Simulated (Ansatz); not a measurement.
The start is a relaxed TaRu cell displaced along its unstable phonon at q = (0, 0, ½) of its primitive reciprocal cell (86i cm⁻¹), largest move 0.15 Å. A full variable-cell relaxation at zero pressure is run with PBEsol (plane waves to 420 eV, PAW, scalar-relativistic; Ansatz, an electronic-structure program). The first steps use a coarse 11×11×5 k-mesh.

Initial structure:
```yaml
crystal:
  lattice:
    - [3.02454, 0.00000, 0.00000]
    - [0.00000, 3.02454, 0.00000]
    - [0.00000, 0.00000, 6.77269]
  atoms:
    - { symbol: Ta, position: [0.00000, 0.00000, 0.25000] }
    - { symbol: Ta, position: [0.00000, 0.00000, 0.75000] }
    - { symbol: Ru, position: [0.50000, 0.50000, 0.02215] }
    - { symbol: Ru, position: [0.50000, 0.50000, 0.47785] }
```

Question: Which atoms feel the largest initial force, and how large is it?

Answer: 0.63 eV/Å, on Ru3, Ru4 (atoms numbered as listed).

Question: By how much does the energy per atom fall from start to end?

Answer: 0.01 eV/atom.

Question: What band gap does the relaxed structure have at this level?

Answer: No gap (metallic).

Relaxed structure:

Space group P4/mmm (No. 123); a = 3.026 Å, b = 3.026 Å, c = 6.782 Å, α = 90.00°, β = 90.00°, γ = 90.00°

```json
[
 {"atom": "Ta", "site": "1a", "symmetry": "4/mmm", "x": "0.0000", "y": "0.0000", "z": "0.0000"},
 {"atom": "Ta", "site": "1b", "symmetry": "4/mmm", "x": "0.0000", "y": "0.0000", "z": "0.5000"},
 {"atom": "Ru", "site": "2h", "symmetry": "4mm", "x": "0.5000", "y": "0.5000", "z": "0.2379"}
]
```

Final values are on a 15×15×7 k-mesh of the relaxed cell. No spin polarisation in the result.

The run could not lose the symmetry of its start.

The first start was generated by placing the elements on the sites of a structure type. A measured structure of TaRu has the same space group, P4/mmm (No. 123); the sites were not compared with it.
